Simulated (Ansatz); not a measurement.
Input and output for fcc Ni (100), 5 layers: DFT, PBEsol, all-electron LAPW, scalar-relativistic (Ansatz 0.2.0).

The slab is cut from a bulk crystal relaxed on PAW files (its atoms may have been relaxed since).

Command: `ansatz run input.yaml --threads 3 --pin off --max-ram 9216MiB --backend cpu --events-out ev --progress --plain --runs-dir out` It took 5.5 min on 3 threads of Arm Neoverse V2, on a shared host, peak memory 1.4 GiB.

```yaml
crystal:
  lattice:
    - [2.4496600307, 0.0, 0.0]
    - [0.0, 2.4496600307, 0.0]
    - [0.0, 0.0, 22.9287]
  atoms:
    - { symbol: Ni, position: [0.0, 0.0, 0.3489080308], spin: 1.0 }
    - { symbol: Ni, position: [0.5, 0.5, 0.4244540152], spin: 1.0 }
    - { symbol: Ni, position: [0.0, 0.0, 0.5], spin: 1.0 }
    - { symbol: Ni, position: [0.5, 0.5, 0.5755459848], spin: 1.0 }
    - { symbol: Ni, position: [0.0, 0.0, 0.6510919692], spin: 1.0 }
magnetization:
  spin_polarized: true
kpoints:
  mp_grid: { grid: [17, 17, 1] }
scf:
  occupations: { method: fermi_dirac, width: 0.1 }
hamiltonian:
  xc: pbesol
  pseudopotentials: { kind: all_electron, lapw: { basis_error: 0.001 } }
output:
  forces: true
  stress: true
  eigenvalues: true
  populations: true
  dos: { projected: true, de: 0.2, e_range: [-14, 8] }
efield:
  axis: 3
  amplitude: 0
  dipole_correction: true
```

Output:

```
Ni: projections on atomic orbitals take those of the free atom 1s2 2s2 2p6 3s2 3p6 3d8 4s2, of charge +0.00 (hamiltonian.pseudopotentials.projection_atoms)
LAPW: plane waves up to 9.194 Å⁻¹, error target 1.0e-3 eV per atom; small_component_spin mean_spin; Ni in spheres of 1.225 Å, 18 of its electrons in bands, Dirac shells [] (how accurate: hamiltonian.pseudopotentials.lapw.basis_error, Limitations)
Engine: ansatz 0.2.0
Pseudopotentials: kind: all_electron
Pseudopotential: Ni, LAPW, valence charge 18, lapw/all_electron/scalar/gaussian/Ni, Koelling and Harmon's equation, gaussian nucleus
Functional definition: PBEsol
  exchange = pbesol_x
  correlation = pbesol_c
Crystal: 5 atoms, lattice volume = 137.591 Å³
Basis set: ecut = 322.0316941869828 eV, 1775 PW (Γ), exchange–correlation at level 2
Bands: 57, of which v1, the nominal top of the filled ones, is band 45 counted from 1 (44 counted from 0)
Symmetry: 8 space group operations
k-points: 45 of 289
Non-local potential: Ni, projectors of the file, none
Initial density: superposition of atomic densities (neutral atoms: chi_scale 0, normalization atom)
Starting moments: Σ|m| = 5 μB on 5 of 5 sites
Initial wavefunctions: plane waves of lowest kinetic energy (no species holds an atomic orbital)
Functional: x = pbesol(κ = 0.804, μ = 0.12345679012345678), c = pbesol(β = 0.046)
iter 1 solved again at ethr=1.38e-2 eV; its pass at ethr=1.00e-1 eV (dr2=1.24e1 eV) is discarded
SCF iter   1: F=—  HF=-206739.997810 eV  |F-HF|=—  |Δ(HF+E_count)|=         —  Δρ=2.05e-2 (↑1.16e-2 ↓2.05e-2)  dr2=1.24e1  dr2_m=1.98e-1  M=3.322 μB ∫|m|=3.498 μB  β_m=0.89  ethr=1.38e-2  p=0.000 e·Å  D=5.79e-14 V/Å  ΔV_dip=-0.00 eV  dr2_dipole=5.23e-21  V_vac-E_F(+/−)=9.02/9.02 eV  ⟨swp⟩=2.0  Hψ=34451  notcnv=0
Mixer restart at iter 1: flushing history
efield: sawtooth ramp at fractional position 0.9500 (placed from the atoms, in the widest stretch of the axis that holds none; the zero of the levels goes with the place), width 0.1000; the density the first Hamiltonian is built on has a dipole p = 0.000 e·Å; the dipole correction subtracts the counter field D = 9.60e-14 V/Å, which shifts the + side's vacuum level by -0.00 eV against the − side's; the planar-averaged density in the ramp window peaks in size at 1.2e-6 e/Å³
preconditioner: auto → LDOS  [metal: Δε(μ)=0.006 eV  Ē_g=8.596 eV  σ=0.100 eV  W_gap=0.01  n_scr=18 (ndim 8)  ℏωp=22.4 eV  f_vac=0.559  D(μ)=9.85/eV (n_scr^D=102)]
spin=Collinear: LDOS preconditioning applied to the charge; magnetization (m = ρ↑ − ρ↓) channel mixes plain (no charge-response kernel on spin).
SCF iter   2: F=—  HF=-206739.100441 eV  |F-HF|=—  |Δ(HF+E_count)|=   8.97e-1  Δρ=7.38e-3 (↑6.25e-3 ↓7.38e-3)  dr2=4.85e0  dr2_m=3.10e-3  M=3.239 μB ∫|m|=3.519 μB  β_m=0.32  ethr=1.38e-2  p=-0.000 e·Å  D=-8.21e-7 V/Å  ΔV_dip=0.00 eV  dr2_dipole=6.68e-10  V_vac-E_F(+/−)=7.62/7.62 eV  ⟨swp⟩=2.1  Hψ=15401  notcnv=0
density mixer auto → msr1: a metal under ldos (density of states about μ 3.67 of a free-electron gas's, 18 screened modes)
SCF iter   3: F=—  HF=-206738.791617 eV  |F-HF|=—  |Δ(HF+E_count)|=   3.09e-1  Δρ=6.35e-3 (↑6.35e-3 ↓3.25e-3)  dr2=1.36e0  dr2_m=1.36e-2  M=3.247 μB ∫|m|=3.582 μB  β_m=0.66  ethr=5.38e-3  p=-0.000 e·Å  D=-8.17e-7 V/Å  ΔV_dip=0.00 eV  dr2_dipole=1.33e-10  V_vac-E_F(+/−)=6.47/6.47 eV  ⟨swp⟩=2.4  Hψ=15420  notcnv=0
iter 4 solved again at ethr=2.85e-5 eV; its pass at ethr=1.51e-3 eV (dr2=2.57e-2 eV) is discarded
SCF iter   4: F=—  HF=-206738.751775 eV  |F-HF|=—  |Δ(HF+E_count)|=   3.98e-2  Δρ=1.82e-3 (↑1.70e-3 ↓1.82e-3)  dr2=2.55e-2  dr2_m=2.03e-3  M=3.305 μB ∫|m|=3.671 μB  β_m=0.60  ethr=2.85e-5  p=0.000 e·Å  D=2.93e-6 V/Å  ΔV_dip=-0.00 eV  dr2_dipole=3.35e-9  V_vac-E_F(+/−)=5.26/5.26 eV  ⟨swp⟩=2.0  Hψ=26104  notcnv=0
SCF iter   5: F=—  HF=-206738.738741 eV  |F-HF|=—  |Δ(HF+E_count)|=         —  Δρ=1.58e-3 (↑9.21e-4 ↓1.58e-3)  dr2=1.06e-1  dr2_m=7.40e-4  M=3.328 μB ∫|m|=3.705 μB  β_m=0.56  ethr=2.83e-5  p=0.000 e·Å  D=1.38e-6 V/Å  ΔV_dip=-0.00 eV  dr2_dipole=1.61e-9  V_vac-E_F(+/−)=5.14/5.14 eV  ⟨swp⟩=3.0  Hψ=15738  notcnv=0
the basis was enlarged: its passes take 2.0 MiB over the memory plan, 3 of 3 planned eigensolver slots
SCF iter   6: F=—  HF=-206738.733443 eV  |F-HF|=—  |Δ(HF+E_count)|=   5.30e-3  Δρ=7.09e-4 (↑6.58e-4 ↓7.09e-4)  dr2=1.06e-2  dr2_m=1.77e-5  M=3.317 μB ∫|m|=3.717 μB  β_m=0.78  ethr=2.83e-5  p=0.000 e·Å  D=9.37e-7 V/Å  ΔV_dip=-0.00 eV  dr2_dipole=1.53e-10  V_vac-E_F(+/−)=4.92/4.92 eV  ⟨swp⟩=3.0  Hψ=15026  notcnv=0
SCF iter   7: F=—  HF=-206738.735889 eV  |F-HF|=—  |Δ(HF+E_count)|=   2.45e-3  Δρ=8.43e-4 (↑5.26e-4 ↓8.43e-4)  dr2=3.16e-2  dr2_m=3.94e-5  M=3.309 μB ∫|m|=3.713 μB  β_m=0.67  ethr=1.18e-5  p=0.000 e·Å  D=7.44e-7 V/Å  ΔV_dip=-0.00 eV  dr2_dipole=7.66e-9  V_vac-E_F(+/−)=5.09/5.09 eV  ⟨swp⟩=2.9  Hψ=14964  notcnv=0
SCF iter   8: F=—  HF=-206738.735892 eV  |F-HF|=—  |Δ(HF+E_count)|=   2.82e-6  Δρ=5.96e-4 (↑2.98e-4 ↓5.96e-4)  dr2=1.34e-2  dr2_m=3.70e-5  M=3.308 μB ∫|m|=3.718 μB  β_m=0.59  ethr=1.18e-5  p=-0.000 e·Å  D=-1.38e-6 V/Å  ΔV_dip=0.00 eV  dr2_dipole=1.89e-8  V_vac-E_F(+/−)=5.06/5.06 eV  ⟨swp⟩=2.0  Hψ=14530  notcnv=0
SCF iter   9: F=—  HF=-206738.735806 eV  |F-HF|=—  |Δ(HF+E_count)|=   8.61e-5  Δρ=1.67e-4 (↑1.67e-4 ↓1.51e-4)  dr2=2.73e-4  dr2_m=5.88e-6  M=3.313 μB ∫|m|=3.726 μB  β_m=0.65  ethr=1.18e-5  p=0.000 e·Å  D=2.37e-7 V/Å  ΔV_dip=-0.00 eV  dr2_dipole=1.92e-8  V_vac-E_F(+/−)=5.02/5.02 eV  ⟨swp⟩=2.0  Hψ=14526  notcnv=0
SCF iter  10: F=—  HF=-206738.735994 eV  |F-HF|=—  |Δ(HF+E_count)|=   1.89e-4  Δρ=6.88e-5 (↑5.32e-5 ↓6.88e-5)  dr2=1.75e-4  dr2_m=1.49e-6  M=3.312 μB ∫|m|=3.721 μB  β_m=0.78  ethr=3.04e-7  p=-0.000 e·Å  D=-1.20e-6 V/Å  ΔV_dip=0.00 eV  dr2_dipole=4.80e-8  V_vac-E_F(+/−)=5.07/5.07 eV  ⟨swp⟩=3.0  Hψ=16281  notcnv=0
SCF iter  11: F=—  HF=-206738.736007 eV  |F-HF|=—  |Δ(HF+E_count)|=   1.28e-5  Δρ=2.07e-5 (↑1.90e-5 ↓2.07e-5)  dr2=6.58e-6  dr2_m=1.84e-7  M=3.313 μB ∫|m|=3.720 μB  β_m=0.75  ethr=1.95e-7  p=0.000 e·Å  D=1.69e-6 V/Å  ΔV_dip=-0.00 eV  dr2_dipole=2.53e-7  V_vac-E_F(+/−)=5.05/5.05 eV  ⟨swp⟩=2.7  Hψ=14682  notcnv=0
SCF iter  12: F=—  HF=-206738.736008 eV  |F-HF|=—  |Δ(HF+E_count)|=   4.37e-7  Δρ=1.23e-5 (↑1.23e-5 ↓1.13e-5)  dr2=1.73e-6  dr2_m=1.76e-8  M=3.313 μB ∫|m|=3.719 μB  β_m=0.74  ethr=7.31e-9  p=-0.000 e·Å  D=-1.78e-6 V/Å  ΔV_dip=0.00 eV  dr2_dipole=9.87e-8  V_vac-E_F(+/−)=5.05/5.05 eV  ⟨swp⟩=2.8  Hψ=14680  notcnv=0
SCF iter  13: F=—  HF=-206738.736008 eV  |F-HF|=—  |Δ(HF+E_count)|=   2.37e-7  Δρ=1.01e-5 (↑1.01e-5 ↓9.94e-6)  dr2=2.62e-6  dr2_m=2.36e-9  M=3.313 μB ∫|m|=3.719 μB  β_m=0.75  ethr=1.92e-9  p=0.000 e·Å  D=2.05e-6 V/Å  ΔV_dip=-0.00 eV  dr2_dipole=9.86e-8  V_vac-E_F(+/−)=5.05/5.05 eV  ⟨swp⟩=2.6  Hψ=14582  notcnv=0
[... lines left out ...]
Dipole field:    D = -0.000000 V/Å  (p = -0.000000 e·Å, saw-weighted, corrected)
Work function:   Φ+ = 5.0542 eV   Φ− = 5.0542 eV
Levels:          The Fermi level and band energies are counted from a zero that moves with the ramp; work functions are not
--- Per-component energies (eV) ---
  E_band       = -2666.686518
  E_kinetic    = 210020.928161
  E_xc         = -8474.781159
  E_efield     = 0.000000  (sawtooth field / dipole correction)
  E_electrostatic = -408284.598783  (all electrons and nuclei)
  E_smearing   = -0.284227  (= −TS)
  E_closure    = 0.000000  (closes the sum)
  E_atoms      = -206701.727222  (free atoms, spherical and without spin; not in F)
  Σ components = -206738.736008   (vs F -206738.736008, Δ=0.00e0)
  Basis errors (estimates in eV, not in F): energy 2.9e-4 per atom: plane waves 2.6e-4 (1.4e-4 summed), levels above the bands 8.3e-44, relativity 1.3e-8, radial functions 2.9e-5, core shells 6.6e-10; eigenvalues (radial functions only) 7.3e-7; not estimated: angular momenta, meshes, grids; target (lapw.basis_error) 1.0e-3; muffin-tin radii Ni 1.225 Å
--- Forces (eV/Å), atoms counted from 1 ---
  atom   1  Ni    -0.00000000     0.00000000     0.34719709
  atom   2  Ni    -0.00000000     0.00000000    -0.39685034
  atom   3  Ni     0.00000000     0.00000000     0.00000265
  atom   4  Ni     0.00000000     0.00000000     0.39686946
  atom   5  Ni     0.00000000     0.00000000    -0.34732504
  max |Σ_I F_I| component: 1.06e-4 eV/Å
--- Stress (GPa, compression-positive) ---
       -2.800124       0.000000       0.000000
        0.000000      -2.800124       0.000000
        0.000000       0.000000      -1.198478
  P = ⅓ Tr σ = -2.2662 GPa (-22.662 kbar)
--- Band table (eV; the first three rows and the last of 90) ---
  k-point 0 ↑: bands = ["-99.2615", "-99.2410", "-99.2220", "-98.8939", "-98.8939", "-59.8740", "-59.7911", "-59.7249", "-59.7249", "-59.7011", "-59.6906", "-59.6906", "-59.6562", "-59.6562", "-59.4136", "-59.4136", "-59.4136", "-59.4136", "-59.3061", "-59.3058", "-4.8533", "-3.5786", "-1.8851", "-0.6831", "-0.6643", "-0.1480", "0.2876", "0.8178", "1.3043", "1.5567", "1.7579", "1.7579", "2.2021", "2.2021", "2.2903", "2.5555", "2.7880", "2.8199", "2.8199", "2.8830", "2.9317", "3.1170", "3.3739", "3.3812", "3.3812", "3.5639", "3.6351", "3.6772", "3.6772", "4.5840", "5.9107", "9.0175", "9.3737", "10.2088", "11.5937", "12.7978", "14.8830"]
  k-point 1 ↑: bands = ["-99.2607", "-99.2405", "-99.2218", "-98.8934", "-98.8934", "-59.8726", "-59.7928", "-59.7275", "-59.7239", "-59.7095", "-59.6902", "-59.6876", "-59.6609", "-59.6563", "-59.4181", "-59.4181", "-59.4133", "-59.4133", "-59.3057", "-59.3054", "-4.7615", "-3.4925", "-1.8089", "-0.6171", "-0.6096", "-0.1176", "0.3122", "0.8337", "1.3115", "1.5809", "1.7457", "1.7709", "2.0564", "2.1936", "2.4417", "2.4687", "2.5979", "2.7662", "2.7931", "2.9166", "3.1398", "3.1987", "3.2186", "3.2537", "3.4676", "3.5237", "3.5400", "3.6138", "3.6909", "4.8206", "6.1677", "9.1041", "9.4674", "10.2930", "11.6837", "12.8711", "14.9658"]
  k-point 2 ↑: bands = ["-99.2583", "-99.2391", "-99.2214", "-98.8921", "-98.8921", "-59.8685", "-59.7987", "-59.7346", "-59.7264", "-59.7210", "-59.6889", "-59.6861", "-59.6740", "-59.6569", "-59.4309", "-59.4308", "-59.4125", "-59.4124", "-59.3045", "-59.3043", "-4.4895", "-3.2399", "-1.5925", "-0.4551", "-0.4356", "-0.0278", "0.3897", "0.8857", "1.3239", "1.6456", "1.7229", "1.8073", "1.9021", "2.1575", "2.1658", "2.5605", "2.6296", "2.6452", "2.8135", "2.8657", "2.9866", "3.0651", "3.1236", "3.1572", "3.4605", "3.4635", "3.6043", "3.6955", "3.7260", "5.3349", "6.7806", "9.3632", "9.7484", "10.5446", "11.9535", "13.0881", "15.2126"]
  k-point 44 ↓: bands = ["-98.3860", "-98.3860", "-98.3825", "-97.9589", "-97.9589", "-59.0675", "-59.0673", "-59.0157", "-59.0143", "-58.9642", "-58.9588", "-58.9509", "-58.9467", "-58.9373", "-58.6332", "-58.6332", "-58.6331", "-58.6331", "-58.4427", "-58.4427", "-0.2075", "-0.1554", "0.2939", "0.4850", "0.4879", "0.7621", "0.9873", "1.0592", "1.0626", "1.9307", "1.9451", "3.0437", "3.0603", "3.6221", "3.7141", "4.0462", "4.1263", "4.1691", "4.1772", "4.2795", "4.5035", "4.5368", "4.5619", "4.8393", "4.8590", "7.2104", "7.5996", "9.1549", "9.5683", "11.4178", "11.9635", "13.7281", "14.1335", "14.4679", "14.5782", "14.6647", "15.0468"]
--- Löwdin populations: 5 sites ---
  site symbol       q [e]    m [muB]
     0     Ni     27.8003     0.7463
     1     Ni     27.7716     0.6546
     2     Ni     27.7800     0.6577
     3     Ni     27.7716     0.6546
     4     Ni     27.8003     0.7463
  spilling = 0.007687 (of n_electrons = 140.000000)
```

populations.tsv:

```
# site	symbol	l	j	q_up	q_dn
# orbitals = lowdin
# n_electrons = 140.000000
# spilling = 0.007687
# projection_atom_Ni: 1s2 2s2 2p6 3s2 3p6 3d8 4s2
0	Ni	0_1S	-	0.999997	0.999997
0	Ni	0_2S	-	0.999830	0.999832
0	Ni	0_3S	-	0.995989	0.996070
0	Ni	0_4S	-	0.486837	0.490928
0	Ni	1_2P	-	2.999997	2.999998
0	Ni	1_3P	-	2.999145	2.999052
0	Ni	2_3D	-	4.791485	4.041094
1	Ni	0_1S	-	0.999995	0.999995
1	Ni	0_2S	-	0.999750	0.999755
1	Ni	0_3S	-	0.993989	0.994126
1	Ni	0_4S	-	0.482580	0.495504
1	Ni	1_2P	-	2.999997	2.999998
1	Ni	1_3P	-	2.999354	2.999309
1	Ni	2_3D	-	4.737450	4.069831
2	Ni	0_1S	-	0.999995	0.999995
2	Ni	0_2S	-	0.999748	0.999752
2	Ni	0_3S	-	0.993940	0.994092
2	Ni	0_4S	-	0.487978	0.501053
2	Ni	1_2P	-	2.999997	2.999998
2	Ni	1_3P	-	2.999301	2.999260
2	Ni	2_3D	-	4.737882	4.066990
3	Ni	0_1S	-	0.999995	0.999995
3	Ni	0_2S	-	0.999750	0.999755
3	Ni	0_3S	-	0.993989	0.994126
3	Ni	0_4S	-	0.482580	0.495503
3	Ni	1_2P	-	2.999997	2.999998
3	Ni	1_3P	-	2.999354	2.999309
3	Ni	2_3D	-	4.737450	4.069836
4	Ni	0_1S	-	0.999997	0.999997
4	Ni	0_2S	-	0.999830	0.999832
4	Ni	0_3S	-	0.995989	0.996070
4	Ni	0_4S	-	0.486837	0.490927
4	Ni	1_2P	-	2.999997	2.999998
4	Ni	1_3P	-	2.999145	2.999052
4	Ni	2_3D	-	4.791486	4.041106
```

Next run (atoms relaxed), as changes to the input before:

```diff
   atoms:
-    - { symbol: Ni, position: [0.0, 0.0, 0.3489080308], spin: 1.0 }
-    - { symbol: Ni, position: [0.5, 0.5, 0.4244540152], spin: 1.0 }
-    - { symbol: Ni, position: [0.0, 0.0, 0.5], spin: 1.0 }
-    - { symbol: Ni, position: [0.5, 0.5, 0.5755459848], spin: 1.0 }
-    - { symbol: Ni, position: [0.0, 0.0, 0.6510919692], spin: 1.0 }
+    - { symbol: Ni, position: [0.0, 0.0, 0.3509781962], spin: 1.0 }
+    - { symbol: Ni, position: [0.5, 0.5, 0.4238870205], spin: 1.0 }
+    - { symbol: Ni, position: [0.0, 0.0, 0.4999999194], spin: 1.0 }
+    - { symbol: Ni, position: [0.5, 0.5, 0.5761129745], spin: 1.0 }
+    - { symbol: Ni, position: [0.0, 0.0, 0.6490218893], spin: 1.0 }
 magnetization:
   eigenvalues: true
-  populations: true
-  dos: { projected: true, de: 0.2, e_range: [-14, 8] }
+relax:
+  f_tol: 0.01
+  max_steps: 12
 efield:
```

Command: `ansatz run input.yaml --threads 3 --pin off --max-ram 9216MiB --backend cpu --events-out ev --progress --plain --runs-dir out` It took 7.9 min on 3 threads of Arm Neoverse V2, with other jobs on the host, peak memory 1.4 GiB.

Results part of the output:

```
SCF converged after 8 iterations
Magnetization: 3.3091 μB (46.6546 up, 43.3454 down)
Absolute magnetization: 3.7119 μB (∫|ρ↑−ρ↓|)
Spin contamination: 0.0404 ħ² per cell (⟨S²⟩ above its minimum at these occupations)
Per-site moments (μB) at R_I (Å): [(0.7451269817450736, 1.1675324215391278), (0.6585554590596736, 1.1675324215391278), (0.65725114049099, 1.1675324215391278), (0.65855519767236, 1.1675324215391278), (0.7451267212892798, 1.1675324215391278)]
Free energy (F): -206738.758199 eV
Harris-Foulkes:  -206738.758199 eV  (|F-HF|=7.38e-8)
Internal energy: -206738.481710 eV  (E = F + TS)
E sigma→0 (E₀):  -206738.619954 eV
Entropy (-TS):   -0.276489 eV (-55.298 meV/atom)
Fermi energy:    4.168630 eV
Dipole field:    D = -0.000000 V/Å  (p = -0.000000 e·Å, saw-weighted, corrected)
Work function:   Φ+ = 5.0539 eV   Φ− = 5.0539 eV
Levels:          The Fermi level and band energies are counted from a zero that moves with the ramp; work functions are not
[... lines left out ...]
  P = ⅓ Tr σ = -1.3186 GPa (-13.186 kbar)
--- Band table (eV; the first three rows and the last of 90) ---
  k-point 0 ↑: bands = ["-99.2866", "-99.2820", "-99.2061", "-98.9292", "-98.9292", "-59.8861", "-59.8340", "-59.7453", "-59.7453", "-59.7330", "-59.7330", "-59.7017", "-59.6464", "-59.6464", "-59.4494", "-59.4494", "-59.4493", "-59.4493", "-59.3391", "-59.3387", "-4.8894", "-3.6782", "-1.9022", "-0.7360", "-0.7066", "-0.1826", "0.1720", "0.7736", "1.3276", "1.5710", "1.7316", "1.7316", "2.1044", "2.1044", "2.2886", "2.6125", "2.7744", "2.7744", "2.8124", "2.8626", "2.8988", "3.0304", "3.3518", "3.3752", "3.3752", "3.5556", "3.6322", "3.6774", "3.6774", "4.7114", "6.0342", "9.0258", "9.3862", "10.2100", "11.5896", "12.8079", "14.8776"]
  k-point 1 ↑: bands = ["-99.2860", "-99.2815", "-99.2058", "-98.9288", "-98.9288", "-59.8846", "-59.8347", "-59.7495", "-59.7444", "-59.7412", "-59.7326", "-59.6991", "-59.6507", "-59.6463", "-59.4538", "-59.4537", "-59.4491", "-59.4490", "-59.3387", "-59.3383", "-4.7975", "-3.5918", "-1.8265", "-0.6713", "-0.6524", "-0.1520", "0.1969", "0.7874", "1.3311", "1.5944", "1.7215", "1.7448", "1.9938", "2.0980", "2.4103", "2.4405", "2.6465", "2.7092", "2.8174", "2.8754", "3.0621", "3.1690", "3.2217", "3.2406", "3.4578", "3.5170", "3.5505", "3.6118", "3.6918", "4.9355", "6.2825", "9.1127", "9.4804", "10.2947", "11.6801", "12.8824", "14.9613"]
  k-point 2 ↑: bands = ["-99.2841", "-99.2800", "-99.2049", "-98.9275", "-98.9275", "-59.8805", "-59.8369", "-59.7615", "-59.7602", "-59.7420", "-59.7311", "-59.6957", "-59.6628", "-59.6462", "-59.4664", "-59.4662", "-59.4483", "-59.4483", "-59.3374", "-59.3372", "-4.5254", "-3.3386", "-1.6121", "-0.4994", "-0.4942", "-0.0615", "0.2755", "0.8339", "1.3316", "1.6560", "1.7038", "1.7820", "1.8557", "2.0768", "2.1251", "2.5376", "2.5721", "2.6890", "2.8002", "2.8351", "2.9877", "3.0557", "3.0882", "3.1209", "3.4572", "3.4582", "3.6058", "3.6985", "3.7275", "5.4366", "6.8828", "9.3725", "9.7630", "10.5477", "11.9518", "13.1030", "15.2105"]
  k-point 44 ↓: bands = ["-98.4235", "-98.4235", "-98.3575", "-97.9951", "-97.9951", "-59.0827", "-59.0824", "-59.0559", "-59.0551", "-58.9916", "-58.9883", "-58.9587", "-58.9566", "-58.9143", "-58.6696", "-58.6695", "-58.6694", "-58.6694", "-58.4778", "-58.4778", "-0.2714", "-0.1540", "0.1989", "0.4567", "0.4594", "0.6462", "0.9115", "0.9501", "0.9543", "1.8501", "1.8638", "3.0405", "3.0582", "3.6157", "3.7180", "4.0534", "4.1229", "4.1733", "4.1779", "4.2812", "4.4664", "4.4925", "4.5854", "4.8011", "4.8238", "7.1807", "7.5690", "9.0885", "9.4953", "11.4781", "12.0278", "13.8386", "14.1284", "14.4667", "14.7154", "14.7541", "15.0901"]
--- Relaxed structure (2 steps of the walk, 2 accepted, 0 SCFs on fresh bases) ---
  F+E_penalty+E_count = -206738.75819867 eV   max|allowed force component| = 6.384e-4 eV/Å
  atoms:
    - { symbol: Ni, position: [0.0, 0.0, 0.3509781962] }
    - { symbol: Ni, position: [0.5, 0.5, 0.4238870205] }
    - { symbol: Ni, position: [0.0, 0.0, 0.49999991940000005] }
    - { symbol: Ni, position: [0.5, 0.5, 0.5761129745] }
    - { symbol: Ni, position: [0.0, 0.0, 0.6490218893] }
```

The magnetic state is the one reached from the start moments; other orders weren't searched.
